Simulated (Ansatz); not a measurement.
**LaGe3Ir with basis.ecutwfc changed**

Level of theory: PBEsol, no spin polarisation, scalar-relativistic; Ansatz, plane waves to 420 eV (PAW set soft_2), k-mesh 10×10×10. These are the settings of the reference run.

Cell:

```
Ge Ir La
1.0
    -2.20797    2.20797    5.01686
     2.20797   -2.20797    5.01686
     2.20797    2.20797   -5.01686
Ge Ir La
3 1 1
Cartesian
  2.2080 0.0000 3.4404
  0.0000 2.2080 3.4404
  0.0000 0.0000 -0.0037
  0.0000 0.0000 2.3899
  0.0000 0.0000 5.8140
```

The reference run of this cell is solved again as a single point with these keys changed:

| key | reference run | changed run |
| --- | --- | --- |
| basis.ecutwfc | 420 | 33.1 Ry |

How far do the results move?



```
                                    quantity  reference run  changed run
energy, changed less reference (meV an atom)              0         -0.5
                              pressure (GPa)            0.0          0.0
                        largest force (eV/Å)           0.00         0.00
                        gap on the mesh (eV)           0.00         0.00
```

The results hardly move, so this setting matters little here. It took 7 iterations from the trained starting density.

Caveats: a single point, atoms not relaxed again.
